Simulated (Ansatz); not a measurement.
**Ti (fcc): energy against volume**

Theory: Ansatz, DFT, PBEsol, plane waves (420 eV) with PAW, scalar-relativistic. (PAW data from PBE, frozen cores regenerated.)

The cell is scaled uniformly from the relaxed one, with fractional coordinates and shape fixed. Energies are extrapolated to zero smearing, pressures are those at the given smearing. Magnetic state: spin not included.

A Birch-Murnaghan fit gives V₀ = 16.68 Å³/atom, B₀ = 115 GPa, B₀′ = 3.4.

Problem. What are the energy above the minimum and the pressure at 14.707 Å³/atom?

Solution. 99.6 meV/atom and 18.07 GPa as computed.

Problem. What are the energy above the minimum and the pressure at 17.381 Å³/atom?

Solution. 10.1 meV/atom and -4.13 GPa as computed.

Problem. What are the energy above the minimum and the pressure at 18.050 Å³/atom?

Solution. 36.1 meV/atom and -7.63 GPa as computed.
